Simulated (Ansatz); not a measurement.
Input file for Ansatz (a program for electronic structure):

Ansatz 0.2 input:
```yaml
crystal:
  lattice:
    - [4.9195090952, 0.0, 0.0]
    - [0.0, 4.9195090952, 0.0]
    - [0.0, 0.0, 4.9195090952]
  atoms:
    - { symbol: Ga, position: [0.0928150546, 0.0928150546, 0.0928150546] }
    - { symbol: Ga, position: [0.4071849454, 0.9071849454, 0.5928150546] }
    - { symbol: Ga, position: [0.5928150546, 0.4071849454, 0.9071849454] }
    - { symbol: Ga, position: [0.9071849454, 0.5928150546, 0.4071849454] }
    - { symbol: Pt, position: [0.3989123836, 0.3989123836, 0.3989123836] }
    - { symbol: Pt, position: [0.1010876164, 0.6010876164, 0.8989123836] }
    - { symbol: Pt, position: [0.8989123836, 0.1010876164, 0.6010876164] }
    - { symbol: Pt, position: [0.6010876164, 0.8989123836, 0.1010876164] }
kpoints:
  mp_grid: { grid: [6, 6, 6] }
  band_path:
    path:
      - [[0.0, 0.0, 0.0], [0.0, 0.5, 0.0], [0.5, 0.5, 0.0], [0.0, 0.0, 0.0], [0.5, 0.5, 0.5], [0.0, 0.5, 0.0]]  # Γ-X-M-Γ-R-X
      - [[0.5, 0.5, 0.5], [0.5, 0.5, 0.0], [0.5, 0.0, 0.0]]  # R-M-X_1
    npoints: 10
hamiltonian:
  xc: r2scan
  pseudopotentials: { kind: paw }
magnetization: { noncollinear: true, spin_orbit: true }
scf:
  n_extra_bands: 16
  convergence: { dr2_threshold: 0.0000000001 }
  occupations: { method: gaussian, width: 0.05 }
output: { eigenvalues: true }
```

Output (shortened):

```
Pseudopotential: Ga, paw_fr, valence charge 13
Pseudopotential: Pt, paw_fr, valence charge 18
Functional definition: r2SCAN
non-collinear run that drives no moment, with spin-orbit …
Crystal: 8 atoms, lattice volume = 119.060 Å³
Basis set: ecut = 500 eV, 2969 PW (Γ), exchange–correlation on 144×144×144 points (64 copies of the dense FFT grid, shifted against one another)
Bands: 140, of which v1, the nominal top of the filled ones, is band 124 counted from 1 (123 counted from 0)
Symmetry: 12 space group operations + 12 with time reversal
k-points: 24 of 216 (time reversal used)
Projection manifold: j_resolved (fully-relativistic pseudo-atomic orbitals)
SCF iter   1: F=—  HF=-65207.497859 eV  |F-HF|=—  |Δ(HF+E_count)|=         —  Δρ=1.07e-1  dr2=1.68e1  dr2_τ=1.69e-1  dr2_m=0.00e0 (ungated)  ethr=3.10e-3  |M|=0.00e0 ∫|m|=0.00e0 μB  |m|>n=0.0e0 m-floor=0.0e0 τ_xc=0.0e0  β_m=0.30  ⟨swp⟩=5.1  Hψ=13836  notcnv=0  defer=12
preconditioner: auto → Kerker (q_TF=auto, 2.747 Å⁻¹)
spin=Noncollinear: Kerker preconditioning applied to the charge; magnetization (m_x, m_y, m_z) channels mix plain (no charge-response kernel on spin).
SCF iter   2: F=—  HF=-65204.747969 eV  |F-HF|=—  |Δ(HF+E_count)|=    2.75e0  Δρ=6.22e-2  dr2=5.05e0  dr2_τ=5.03e-2  dr2_m=0.00e0 (ungated)  ethr=3.10e-3  |M|=0.00e0 ∫|m|=0.00e0 μB  |m|>n=0.0e0 m-floor=0.0e0 τ_xc=0.0e0  β_m=0.47  ⟨swp⟩=2.0  Hψ=4996  notcnv=0  defer=225
preconditioner: auto → Resta (q_TF=auto, 2.747 Å⁻¹)
spin=Noncollinear: Resta preconditioning applied to the charge; magnetization (m_x, m_y, m_z) channels mix plain (no charge-response kernel on spin).
SCF iter   3: F=—  HF=-65203.957042 eV  |F-HF|=—  |Δ(HF+E_count)|=   7.91e-1  Δρ=1.83e-2  dr2=2.22e-1  dr2_τ=1.66e-3  dr2_m=0.00e0 (ungated)  ethr=3.10e-3  |M|=0.00e0 ∫|m|=0.00e0 μB  |m|>n=0.0e0 m-floor=0.0e0 τ_xc=0.0e0  β_m=0.59  ⟨swp⟩=2.3  Hψ=4558  notcnv=0  defer=225
SCF iter   4: F=—  HF=-65203.988325 eV  |F-HF|=—  |Δ(HF+E_count)|=   3.13e-2  Δρ=5.24e-3  dr2=1.90e-2  dr2_τ=6.99e-4  dr2_m=0.00e0 (ungated)  ethr=1.79e-4  |M|=0.00e0 ∫|m|=0.00e0 μB  |m|>n=0.0e0 m-floor=0.0e0 τ_xc=0.0e0  β_m=0.65  ⟨swp⟩=2.1  Hψ=5327  notcnv=0  defer=230
SCF iter   5: F=—  HF=-65203.995282 eV  |F-HF|=—  |Δ(HF+E_count)|=   6.96e-3  Δρ=1.24e-3  dr2=1.59e-3  dr2_τ=4.06e-5  dr2_m=0.00e0 (ungated)  ethr=1.53e-5  |M|=0.00e0 ∫|m|=0.00e0 μB  |m|>n=0.0e0 m-floor=0.0e0 τ_xc=0.0e0  β_m=0.78  ⟨swp⟩=2.0  Hψ=5310  notcnv=0  defer=230
SCF iter   6: F=—  HF=-65203.996241 eV  |F-HF|=—  |Δ(HF+E_count)|=   9.59e-4  Δρ=6.72e-4  dr2=5.90e-4  dr2_τ=1.45e-5  dr2_m=0.00e0 (ungated)  ethr=1.28e-6  |M|=0.00e0 ∫|m|=0.00e0 μB  |m|>n=0.0e0 m-floor=0.0e0 τ_xc=0.0e0  β_m=0.89  ⟨swp⟩=2.0  Hψ=6111  notcnv=0  defer=230
SCF iter   7: F=—  HF=-65203.996333 eV  |F-HF|=—  |Δ(HF+E_count)|=   9.16e-5  Δρ=1.28e-4  dr2=1.85e-5  dr2_τ=4.09e-7  dr2_m=0.00e0 (ungated)  ethr=4.76e-7  |M|=0.00e0 ∫|m|=0.00e0 μB  |m|>n=0.0e0 m-floor=0.0e0 τ_xc=0.0e0  β_m=0.93  ⟨swp⟩=2.0  Hψ=4383  notcnv=0  defer=230
SCF iter   8: F=—  HF=-65203.996331 eV  |F-HF|=—  |Δ(HF+E_count)|=   1.30e-6  Δρ=3.66e-5  dr2=2.41e-6  dr2_τ=2.72e-8  dr2_m=0.00e0 (ungated)  ethr=1.49e-8  |M|=0.00e0 ∫|m|=0.00e0 μB  |m|>n=0.0e0 m-floor=0.0e0 τ_xc=0.0e0  β_m=0.96  ⟨swp⟩=3.0  Hψ=6067  notcnv=0  defer=230
SCF iter  12: F=-65203.996486 eV  HF=-65203.996486 eV  |F-HF|=1.46e-11  |Δ(HF+E_count)|=  1.89e-10  Δρ=1.97e-7  dr2=3.96e-11  dr2_τ=1.29e-12  dr2_m=0.00e0 (ungated)  ethr=1.00e-12  |M|=0.00e0 ∫|m|=0.00e0 μB  |m|>n=0.0e0 m-floor=0.0e0 τ_xc=0.0e0  ⟨swp⟩=9.1  Hψ=13291  notcnv=0
SCF 1 converged in 12 iterations: F = -65203.996486 eV  dr2 = 3.96e-11
NSCF: frozen V_eff on 72 k-points
SCF converged after 12 iterations
Magnetization: |M| = 0.0000 μB,  M = (+0.0000, +0.0000, +0.0000) μB
Absolute magnetization: 0.0000 μB (∫|m|)
  site 0: m = (+0.0000, +0.0000, +0.0000) μB, |m| = 0.0000 μB  (R = 1.07 Å)
  site 1: m = (+0.0000, +0.0000, +0.0000) μB, |m| = 0.0000 μB  (R = 1.07 Å)
  site 2: m = (+0.0000, +0.0000, +0.0000) μB, |m| = 0.0000 μB  (R = 1.07 Å)
  site 3: m = (+0.0000, +0.0000, +0.0000) μB, |m| = 0.0000 μB  (R = 1.07 Å)
  site 4: m = (+0.0000, +0.0000, +0.0000) μB, |m| = 0.0000 μB  (R = 1.07 Å)
  site 5: m = (+0.0000, +0.0000, +0.0000) μB, |m| = 0.0000 μB  (R = 1.07 Å)
  site 6: m = (+0.0000, +0.0000, +0.0000) μB, |m| = 0.0000 μB  (R = 1.07 Å)
  site 7: m = (+0.0000, +0.0000, +0.0000) μB, |m| = 0.0000 μB  (R = 1.07 Å)
Free energy (F): -65203.996486 eV
Harris-Foulkes:  -65203.996486 eV  (|F-HF|=1.46e-11)
Internal energy: -65203.994785 eV  (E = F + TS)
E sigma→0 (E₀):  -65203.995635 eV
Entropy (-TS):   -0.001701 eV (-0.213 meV/atom)
Fermi energy:    18.443855 eV
--- Per-component energies (eV) ---
  E_band       = -710.539495
  E_kinetic    = 3021.557911
  E_local      = -12642.082444  (includes V_loc(G=0)·N_el)
  E_nonlocal   = 2472.210710
  E_hartree    = 5409.498697
  E_xc         = -1254.928824
  E_vxc        = -1598.140268  (∫ρ·V_xc dr)
  E_paw        = -45800.698360  (= ΣΔE_a)
  E_vpaw       = -2883.672584  (= ΣTr[D̂ρ^β])
  E_aug_tail   = 0.000389  (compensation charges beyond the density's cutoff)
  E_vtau       = 100.588921  (kinetic-family band-sum trace: ∫τ·v_τ [+ j·A + Jᵃ·Aᵃ] dr)
  E_ewald      = -16406.001755
  E_core_change = -3.551108  (= ΣΔE_core)
  E_smearing   = -0.001701  (= −TS)
  E_closure    = 0.000000  (closes the sum)
  Σ components = -65203.996486   (vs F -65203.996486, Δ=0.00e0)
  [band-id]    e_kinetic+e_local+e_nonlocal+2·e_hartree+e_vxc+e_vpaw+e_augmentation_tail+e_vtau = -710.539972   (vs E_band -710.539495, Δ=-4.77e-4)
--- Band table (eV; the first three rows and the last of 24) ---
  k-point 0: bands = ["-82.1940", "-82.1940", "-82.1871", "-82.1871", "-82.1871", "-82.1871", "-82.1871", "-82.1871", "-46.8210", "-46.8210", "-46.8210", "-46.8210", "-46.8205", "-46.8205", "-46.7944", "-46.7944", "-32.1066", "-32.1066", "-32.1006", …
  k-point 1: bands = ["-82.1936", "-82.1936", "-82.1882", "-82.1882", "-82.1870", "-82.1870", "-82.1865", "-82.1865", "-46.8236", "-46.8232", "-46.8214", "-46.8212", "-46.8167", "-46.8165", "-46.7957", "-46.7957", "-32.1153", "-32.1064", "-32.1042", …
  k-point 2: bands = ["-82.1927", "-82.1927", "-82.1897", "-82.1897", "-82.1867", "-82.1867", "-82.1863", "-82.1863", "-46.8244", "-46.8239", "-46.8226", "-46.8222", "-46.8111", "-46.8109", "-46.7995", "-46.7995", "-32.1189", "-32.1095", "-32.1085", …
  k-point 23: bands = ["-82.1888", "-82.1888", "-82.1888", "-82.1888", "-82.1888", "-82.1888", "-82.1888", "-82.1888", "-46.8144", "-46.8144", "-46.8144", "-46.8144", "-46.8144", "-46.8144", "-46.8140", "-46.8140", "-32.1246", "-32.1246", "-32.0801", …
```

Cost: roughly 15 core-minutes on shared cores.

Space group P2_13. The workflow started from a Materials Project entry (that database holds measured and hypothetical structures alike); the Crystallography Open Database copy checked does not list it. With Ga and Pt taken as one species the cell has the higher symmetry Pa-3, so it may be an ordered model of a mixed-site phase. Its standing as an ambient phase is unchecked. The cell was relaxed with r²SCAN under the symmetry of its start; of distortions, only those at the zone centre were tested. The run is not spin-polarised.

Potentials: the later of the program's two PAW sets.

Ansatz is a plane-wave DFT program.
